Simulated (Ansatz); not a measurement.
A geometry of Ti away from equilibrium: step 2 of the relaxation of a relaxed Ti cell, doubled along one cell vector, shaken by Gaussian noise of σ = 0.08 Å a coordinate. These are PBE (plane waves to 420 eV, PAW, scalar-relativistic; Ansatz, a quantum-chemistry and plane-wave program) values and carry that method's errors. Γ-centred k-mesh 7×13×7 on the run's cell (coarser than for final values), Fermi–Dirac smearing 0.05 eV. The plane waves were selected for a different cell earlier on the path.

```xyz
4
Lattice="5.7606 0.0629 0.0140 -1.4129 2.5092 -0.0157 0.0110 -0.0223 4.6011" Properties=species:S:1:pos:R:3 pbc="T T T"
Ti     1.3520     0.8624     3.4248
Ti     4.3526     0.9051     3.4259
Ti    -0.0324     1.7245     1.1753
Ti     2.8072     1.7380     1.0809
```

What forces act on the atoms (eV/Å)?


```json
[
 {"atom": "Ti1", "Fx": "0.69", "Fy": "0.14", "Fz": "0.23"},
 {"atom": "Ti2", "Fx": "-0.63", "Fy": "-0.17", "Fz": "-0.05"},
 {"atom": "Ti3", "Fx": "-0.28", "Fy": "0.01", "Fz": "-0.36"},
 {"atom": "Ti4", "Fx": "0.22", "Fy": "0.02", "Fz": "0.18"}
]
```

The path ends in P6₃/mmc (No. 194) (hcp (Mg type)). No spin polarisation in the result.
